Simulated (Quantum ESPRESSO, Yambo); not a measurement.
## Levels of theory for the gap of KHF2

KHF$_{2}$ (space group I4/mcm, No. 140): one geometry, one set of PBEsol (Quantum ESPRESSO, PseudoDojo norm-conserving, 84 Ry, scalar-relativistic) orbitals, self-energies from Yambo (4×4×4 Γ-centred k mesh, 118 bands and a 6 Ry block in the screening, 118 bands in G with the Bruneval-Gonze terminator, plasmon pole fitted at 27.2 eV).

The geometry is that of Materials Project entry mp-23846, symmetrised and not relaxed again.

```
level                                                        gap Z → Γ (eV)  direct gap at Γ (eV)                   rough Yambo cost
-----------------------------------------------------------  --------------  --------------------  ---------------------------------
PBEsol (Quantum ESPRESSO)                                              7.18                  7.24                                  –
exchange only (Hartree-Fock self-energy on PBEsol orbitals)           19.56                 19.61             about 1/10 (10 states)
static COHSEX@PBEsol                                                  12.51                 12.58  within a factor of two (3 states)
G0W0@PBEsol, plasmon pole                                             11.48                 11.54                      1 (10 states)
```

Bare exchange has no screening and gives the widest gap; static COHSEX screens it but leaves out the frequency dependence, which G0W0 restores. All rows use the PBEsol edge points; in the exchange only run other k points give a smaller gap, 19.20 eV.

Costs are rough ratios of core time on shared machines.

Nearest settings tried, and what they do to the gap: 2 Ry block (43 vectors against 181): +726 meV. Not varied: bands in G, bands in W, mesh. So the settings aren't converged at that level.
